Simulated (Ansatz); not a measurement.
Here is the system:

CeTaN$_{3}$:
```cif
data_CeN3Ta
_chemical_formula_sum 'Ce1 Ta1 N3'
_space_group_name_H-M_alt 'Pm-3m'
_space_group_IT_number 221
_space_group_name_Hall '-P 4 2 3'
_cell_length_a 4.03604
_cell_length_b 4.03604
_cell_length_c 4.03604
_cell_angle_alpha 90.000
_cell_angle_beta 90.000
_cell_angle_gamma 90.000
loop_
_atom_site_label
_atom_site_type_symbol
_atom_site_symmetry_multiplicity
_atom_site_Wyckoff_symbol
_atom_site_fract_x
_atom_site_fract_y
_atom_site_fract_z
_atom_site_occupancy
Ce1 Ce 1 a 0.00000 0.00000 0.00000 1
Ta1 Ta 1 b 0.50000 0.50000 0.50000 1
N1 N 3 c 0.00000 0.50000 0.50000 1
```

This is the r²SCAN-relaxed structure.

**Question.** All from r²SCAN in the plane-wave PAW code Ansatz, unless another level is named. Give the electronic character.

**Answer.** no gap, with almost no states at the Fermi level (zero-gap or semimetallic).

**Question.** Next, the formation energy from the elements (no fitted shifts)?

**Answer.** -1.27 eV/atom.

**Question.** What about the gap with spin–orbit coupling?

**Answer.** none (metallic).

The start of the workflow was typed in or built on a structure type; neither database checked (COD, Materials Project) lists it. Its standing as an ambient phase is unchecked. Symmetry was held in the r²SCAN relaxation; whether a distortion lowers the energy is not shown. The workflow began spin-polarised and lost its moments. The 4f shell is in the valence. No Hubbard U is applied. A small band overlap can be real or an error of a semilocal functional. The references are the lowest solids computed at this level, not always the standard phases (solids in place of the gases). Scalar-relativistic: spin–orbit coupling is off unless named, which matters more the heavier the elements.

Potentials: the later of the program's two PAW sets.
